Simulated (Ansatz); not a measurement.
SnC (zinc blende, F-43m), DFT-PBE in the program Ansatz with PAW potentials. The conduction-band minimum lies at Γ, with 1 equivalent valley. Second derivatives d²E/dk² of the lowest band at one valley (eV·Å²), along Cartesian directions:

```json
[
 {"direction": "[100]", "d²E/dk²": "124.1"},
 {"direction": "[010]", "d²E/dk²": "124.1"},
 {"direction": "[001]", "d²E/dk²": "124.1"},
 {"direction": "[110]", "d²E/dk²": "124.0"},
 {"direction": "[101]", "d²E/dk²": "124.0"},
 {"direction": "[011]", "d²E/dk²": "124.0"}
]
```

Task: Find the principal effective masses, the density-of-states mass and the conductivity mass.

Result: Off-diagonal terms follow from H_xy = H[110] − (H_xx + H_yy)/2, and m*/mₑ = 7.620 eV·Å² over each eigenvalue: 0.061, 0.061, 0.062. One valley's DOS mass (m₁m₂m₃)^(1/3) = 0.061, conductivity mass 3/(Σ 1/mᵢ) = 0.061 mₑ.

Task: What effective density of states Nc follows at 300 K for parabolic valleys?

Result: Nc = 2.509e19 × 1 × (0.061)^(3/2) ≈ 3.8e17 cm⁻³.

The start of the workflow was typed in or built on a structure type; neither database checked (COD, Materials Project) lists it. Its standing as an ambient phase is unchecked. Symmetry was held in the PBE relaxation; its stability against distortions is not shown here. Its formation energy is positive at this level, so the cell may be metastable or incomplete. Spin–orbit coupling is left out wherever it is not named.

Potentials: the earlier of the program's two PAW sets.

Edges and masses are those of Kohn–Sham bands, whose gap is no quasiparticle gap.
